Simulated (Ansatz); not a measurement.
Relaxed-ion elastic tensor of Bi2Se3 in space group R-3m (No. 166; Bi on 6c, Se on 3a, Se on 6c) in GPa (Voigt order), r²SCAN+D4 (plane waves, PAW; program Ansatz); density 7.42 g/cm³, 29.30 Å³ per atom.

```csv
,1,2,3,4,5,6
1,83.4,23.8,17.1,-8.2,0.0,0.0
2,23.8,83.4,17.1,8.2,0.0,0.0
3,17.1,17.1,31.6,0.0,0.0,0.0
4,-8.2,8.2,0.0,16.1,0.0,0.0
5,0.0,0.0,0.0,0.0,16.1,-8.2
6,0.0,0.0,0.0,0.0,-8.2,29.8
```

### Question
Is the crystal mechanically stable?

### Answer
Yes: the smallest eigenvalue of C is 12.3 GPa.

### Question
Work out the Voigt, Reuss and Hill averages.

### Answer
K_V = 34.9, K_R = 27.5, K_H = 31.2; G_V = 21.8, G_R = 16.8, G_H = 19.3 GPa.

### Question
Give Young's modulus, Poisson's ratio, Pugh's ratio and the universal anisotropy index.

### Answer
E = 9KG/(3K + G) = 48.0 GPa; ν = 0.24; K/G = 1.62 (brittle by the Pugh limit of 1.75); A_U = 5G_V/G_R + K_V/K_R − 6 = 1.74.

### Question
Estimate the sound speeds and the Debye temperature.

### Answer
v_l = √((K + 4G/3)/ρ) = 2770 m/s, v_t = √(G/ρ) = 1610 m/s, mean 1790 m/s; Θ = (h/k)(3n/4πV)^(1/3) v_m = 173 K.

### Question
How much does each axis shrink under pressure?

### Answer
Linear compressibilities β_i = Σ_j S_ij (j = 1 to 3): x 5.2, y 5.2, z 26 per TPa.

The cell was relaxed with r²SCAN+D4 under the symmetry of its start. Scalar-relativistic: spin–orbit coupling is off unless named, which matters more the heavier the elements.

Potentials: the later of the program's two PAW sets.
